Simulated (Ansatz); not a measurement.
Computed with DFT PBE, scalar-relativistic, plane waves, PAW in Ansatz. Settings: cutoff 420 eV, Γ-centred meshes spaced at most about 0.3 Å⁻¹, and about 0.25 Å⁻¹ or finer for metals (2π included), Gaussian smearing. No spin polarisation in the final relaxations.

All energies are static (0 K, no zero-point motion). All come from trial cells, and lower structures may exist.

Task: Which of these relaxed structures of MgCdF4 is the lowest in energy?
1.

```
CELL_PARAMETERS angstrom
3.80189 0.00000 0.00000
-1.90095 3.29254 0.00000
0.00000 0.00000 5.58546
ATOMIC_POSITIONS crystal
Mg 0.00000 0.00000 0.50000
Cd 0.00000 0.00000 0.00000
F 0.33333 0.66667 0.74066
F 0.33333 0.66667 0.25934
F 0.66667 0.33333 0.74066
F 0.66667 0.33333 0.25934
```

2.

```
CELL_PARAMETERS angstrom
5.12225 0.00000 0.00000
0.00000 5.12225 0.00000
0.00000 0.00000 2.81649
ATOMIC_POSITIONS crystal
Mg 0.50000 0.50000 0.50000
Cd 0.00000 0.00000 0.50000
F 0.73657 0.73657 0.00000
F 0.26343 0.26343 0.00000
F 0.26343 0.73657 0.00000
F 0.73657 0.26343 0.00000
```

3.

```
CELL_PARAMETERS angstrom
4.65264 0.00000 0.00000
0.00000 4.65264 0.00000
0.00000 0.00000 4.65264
ATOMIC_POSITIONS crystal
Mg 0.50000 0.50000 0.50000
Cd 0.00000 0.00000 0.00000
F 0.26594 0.26594 0.73406
F 0.26594 0.73406 0.26594
F 0.73406 0.26594 0.26594
F 0.73406 0.73406 0.73406
```

Result: 3. It has space group P-43m (No. 215); the next, 2, with space group P4/mmm (No. 123), lies 145 meV/atom higher. Counting F atoms around Cd and Mg (those within 1.25 times the shortest such distance or 1.15 times the sum of covalent radii), the lowest has Mg 4, Cd 4 and the next has Mg 8, Cd 8.

A magnetic state wasn't ruled out in cells without spin, among them P4/mmm. Cells relaxed within their symmetry can be saddle points. Some structure types and database cells were kept out of the candidates from the start, so a known form may be missing.
